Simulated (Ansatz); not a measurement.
Zn₂C: relaxation of cell and atoms

Theory: Ansatz 0.2.0, DFT, PBE, PAW with Ansatz's default frozen-core files, scalar-relativistic.

Command: `ansatz run input.yaml --threads 1 --pin off --max-ram 4096MiB --backend cpu --events-out ev --progress --plain --runs-dir out` The run took 19 s on 1 thread of Intel(R) Xeon(R) Processor @ 2.50GHz (Skylake/Cascade Lake), with other jobs on the host, peak memory 0.35 GiB.

```yaml
crystal:
  lattice:
    - [0.0, 2.6198179087, 2.6198179087]
    - [2.6198179087, 0.0, 2.6198179087]
    - [2.6198179087, 2.6198179087, 0.0]
  atoms:
    - { symbol: C, position: [0.0, 0.0, 0.0] }
    - { symbol: Zn, position: [0.25, 0.25, 0.25] }
    - { symbol: Zn, position: [0.75, 0.75, 0.75] }
kpoints:
  mp_grid: { grid: [11, 11, 11] }
scf:
  occupations: { method: fermi_dirac, width: 0.08 }
hamiltonian:
  xc: pbe
  pseudopotentials: { kind: paw }
output:
  forces: true
  stress: true
relax:
  f_tol: 0.005
  max_steps: 80
  cell: {}
```

The cell is built from the fluorite type as a first guess.

The cutoff is 420 eV; energies and pressures of the walk include the program's estimate of the Pulay term.

Each frame lists the cell vectors (Å), then Cartesian positions (Å); symmetry keeps all forces zero. Free energies count from the first step, -6886.8453 eV.

The walk took 4 evaluations in all; steps that aren't listed are left out.

Step 1: E = 0.0 meV, P = -2.19 GPa

```
cell 0.0000 2.6198 2.6198 2.6198 0.0000 2.6198 2.6198 2.6198 0.0000
C     0.0000    0.0000    0.0000
Zn    1.3099    1.3099    1.3099
Zn    3.9297    3.9297    3.9297
```

Step 2: E = -4.2 meV, P = -0.93 GPa

```
cell 0.0000 2.6109 2.6109 2.6109 0.0000 2.6109 2.6109 2.6109 0.0000
C     0.0000    0.0000    0.0000
Zn    1.3055    1.3055    1.3055
Zn    3.9164    3.9164    3.9164
```

(1) How does the relaxation end?

Answers

(1) It converges, with a = 5.209 Å, b = 5.209 Å, c = 5.209 Å, α = 90.00°, β = 90.00°, γ = 90.00° (conventional cell, space group Fm-3m). The last solve (on a basis chosen afresh for the final cell, so its energy is not quite comparable) gives E = -4.3 meV, P = 0.03 GPa:
```
cell 0.0000 2.6044 2.6044 2.6044 0.0000 2.6044 2.6044 2.6044 0.0000
C     0.0000    0.0000    0.0000
Zn    1.3022    1.3022    1.3022
Zn    3.9066    3.9066    3.9066
```
